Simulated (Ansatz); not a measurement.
Mo3W2: computed properties

These are results of DFT PBE, scalar-relativistic, plane waves, PAW (Ansatz), not measurements.

Plane waves to 420 eV, a k mesh through Γ of 14×14×14 on the computed 5-atom cell and Gaussian smearing (0.10 eV); no spin polarisation.

The structure is relaxed at this level of theory with its symmetry kept, and needn't be the ground state of this composition.

```
Mo W
1.0
     0.00000    2.24330   11.20563
     1.58511    0.00000   11.20563
     1.58511    2.24330    0.00000
Mo W
3 2
Direct
  0.00000 0.00000 0.00000
  0.59951 0.59951 0.40049
  0.40049 0.40049 0.59951
  0.19966 0.19966 0.80034
  0.80034 0.80034 0.19966
```

```json
{"Space group": "Fmmm (No. 69)", "Volume per atom": "15.94 Å³", "Formation energy from the elements' standard states (uncorrected)": "+0.007 eV/atom", "Kohn–Sham band gap": "none (metal)", "Density of states at the Fermi level": "2.6 states/eV per cell", "Orbital (Löwdin) character within 0.5 eV of the Fermi level": "Mo 4d 59 %, W 5d 29 %, unprojected 6 %", "Bader charge by site (e)": "Mo (1 in the cell) 0.00, Mo (2 in the cell) 0.04, W (2 in the cell) -0.04"}
```

Spin-orbit coupling is left out, which matters for the bands of heavy elements.

The cell was found from a structure generator's guess, not taken from experiment. Löwdin shares on free-atom orbitals overweight diffuse shells.
